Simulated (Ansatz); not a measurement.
## Ansatz run, LaP3Pd

Input file of Ansatz 0.2.0:

```yaml
crystal:
  lattice:
    - [4.348707, 0.0, 0.0]
    - [0.0, 4.348707, 0.0]
    - [0.0, 0.0, 4.348707]
  atoms:
    - { symbol: Pd, position: [0.0, 0.0, 0.0] }
    - { symbol: P, position: [0.5, 0.0, 0.0] }
    - { symbol: P, position: [0.0, 0.5, 0.0] }
    - { symbol: P, position: [0.0, 0.0, 0.5] }
    - { symbol: La, position: [0.5, 0.5, 0.5] }
  symmetry: { tolerance: 0.0003 }
kpoints:
  mp_grid: { grid: [8, 8, 8], shift: [0, 0, 0] }
  band_path:
    path:
      - [0.0, 0.0, 0.0]
      - [0.0, 0.5, 0.0]
      - [0.5, 0.5, 0.0]
      - [0.0, 0.0, 0.0]
      - [0.5, 0.5, 0.5]
      - [0.0, 0.5, 0.0]
      - [0.5, 0.5, 0.5]
      - [0.5, 0.5, 0.0]
    npoints: 8
magnetization:
  spin_polarized: false
scf:
  occupations: { method: fermi_dirac }
  lower_state_search: "off"
  max_iter: 200
hamiltonian:
  pseudopotentials: { kind: paw }
  xc: pbe
basis:
  ecutwfc: 420
  fft_grid_basis: typed
output:
  forces: true
  stress: true
  eigenvalues: true
  bader: true
  populations: true
  elf: true
  write_potential: true
  volumetric_format: npy
  dos:
    e_range: [-12, 8]
    de: 0.05
    projected: { site_lists: { La: [La], P: [P], Pd: [Pd] } }
checkpoint:
  read: saved_state
```

The run starts from an earlier solution of this cell. 

Parts of the output:

```
La: projections on atomic orbitals take those of the free atom [Kr 4d10] 4f0 5s2 5p6 5d1 6s2, of charge +0.00 (hamiltonian.pseudopotentials.projection_atoms); the dataset's partial waves leave at most 1.9e-5 of an orbital's norm unspanned inside its sphere
Pseudopotentials: kind: paw
Pseudopotential: Pd, paw, valence charge 18, recommended cutoff 420 eV (normal), Pd.paw.azcp
Pseudopotential: P, paw, valence charge 5, recommended cutoff 420 eV (normal), P.paw.azcp
Pseudopotential: La, paw, valence charge 11, recommended cutoff 420 eV (normal), La.paw.azcp
Functional definition: PBE
  exchange = pbe_x(kappa = kappa, mu = beta*pi^2/3)
  correlation = pbe_c(beta = beta)
Crystal: 5 atoms, lattice volume = 82.239 Å³
Basis set: ecut = 420 eV, 1575 PW (Γ), exchange–correlation on 60×60×60 points (8 copies of the dense FFT grid, shifted against one another)
Bands: 27, of which v1, the nominal top of the filled ones, is band 22 counted from 1 (21 counted from 0)
Symmetry: 48 space group operations
Space group: Pm-3m (ITA 221), of the structure as read, at distance tolerance 1.3e-3 Å
k-points: 35 of 512
Initial density: read from a saved state, or passed on in memory by an earlier SCF of this step, an earlier step, the calling program or the single point that the run made first
Functional: x = pbe(κ = 0.804, μ = 0.2195), c = pbe(β = 0.0667)
SCF iter   1: F=—  Δρ=2.49e-3  dr2=5.97e-3
SCF iter   2: F=—  Δρ=1.35e-3  dr2=1.76e-3
SCF iter   3: F=—  Δρ=2.10e-4  dr2=1.00e-4
SCF iter   4: F=—  Δρ=1.66e-4  dr2=1.97e-5
SCF iter   5: F=—  Δρ=4.68e-5  dr2=1.81e-6
SCF iter   6: F=-15489.0719 eV  Δρ=8.69e-6  dr2=7.02e-8
Free energy (F): -15489.0719 eV
Harris-Foulkes:  -15489.0719 eV  (|F-HF|=1.44e-8)
Internal energy: -15488.9730 eV  (E = F + TS)
E sigma→0 (E₀):  -15489.0225 eV
Entropy (-TS):   -0.0989 eV (-19.778 meV/atom)
Fermi energy:    14.5950 eV
--- Per-component energies (eV) ---
  E_band       = -157.3213
  E_kinetic    = 943.2074
  E_local      = -3361.7848  (includes V_loc(G=0)·N_el)
  E_nonlocal   = 418.4372
  E_hartree    = 1408.7043
  E_xc         = -502.5375
  E_vxc        = -555.2170  (∫ρ·V_xc dr)
  E_paw        = -10877.8339  (= ΣΔE_a)
  E_vpaw       = -419.3628  (= ΣTr[D̂ρ^β])
  E_aug_tail   = 0.0002  (compensation charges beyond the density's cutoff)
  E_ewald      = -3517.1660
  E_smearing   = -0.0989  (= −TS)
--- Stress (GPa, compression-positive) ---
       38.8322       0.0000       0.0000
        0.0000      38.8322       0.0000
        0.0000       0.0000      38.8322
  P = ⅓ Tr σ = 38.8322 GPa (388.322 kbar)
--- Bader charges: 5 sites ---
  site symbol  charge [e]  shift [e]
     0     Pd     -0.3328     0.0225
     1      P     -0.3849     0.0075
     2      P     -0.3849     0.0075
     3      P     -0.3849     0.0075
     4     La      1.4874     0.0000
```

Origin: a known structure type with other elements, at an estimated volume, so it need not be a known compound. Caveats: many states at the Fermi level without spin polarisation, so a magnetic state may lie lower; atoms or cell far from equilibrium; f levels without a U or exact exchange are poorly placed.
